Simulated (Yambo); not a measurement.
CsTaP₂O₈ (space group C2/m, No. 12): one transition space (4×4×2 mesh, 23 valence and 12 conduction bands, Tamm-Dancoff) with different kernels in Yambo, on PBEsol orbitals; field along x. BSE alone uses the static screening with 118 bands and a 3 Ry block; its scissor and those of RPA and TDDFT come from G0W0, that of the TDHF-type run from bare exchange. Axes are Cartesian, with cell vectors (Å) (4.42, -2.65, 0.00), (4.42, 2.65, 0.00), (-0.52, 0.00, 9.00).

```csv
kernel,scissor (eV),direct gap with it (eV),lowest state (eV)
BSE (screened electron-hole attraction),2.70,6.16,___
RPA (no attraction),2.70,6.16,6.16 (dark)
"TDHF-type (unscreened attraction, exchange-only scissor)",11.56,15.02,___
```

Question: Complete the blanks.

Answer: 
- BSE (screened electron-hole attraction), lowest state (eV): 4.91 (dark)
- TDHF-type (unscreened attraction, exchange-only scissor), lowest state (eV): 10.12 (dark)

RPA leaves the lowest state at the direct gap: no bound exciton. These are vertical excitations (zero momentum). Spin singlets only. Strong means a line over 3 % of the spectrum's maximum, dark under 0.03 %. Absolute energies carry the error of the G0W0 scissor, whose convergence isn't established; the long-wavelength screening was taken along (1,1,1) although the crystal is anisotropic. Convergence of the binding with the mesh was not shown.

Spin-orbit coupling is not included.

Geometry of the Materials Project entry, not relaxed at this level; primitive cell a = 5.154 Å, b = 5.154 Å, c = 9.017 Å, α = 92.81°, β = 92.81°, γ = 61.77°.

The structure is a Materials Project entry; no match was found in the copy of COD used, and its stability was not checked.
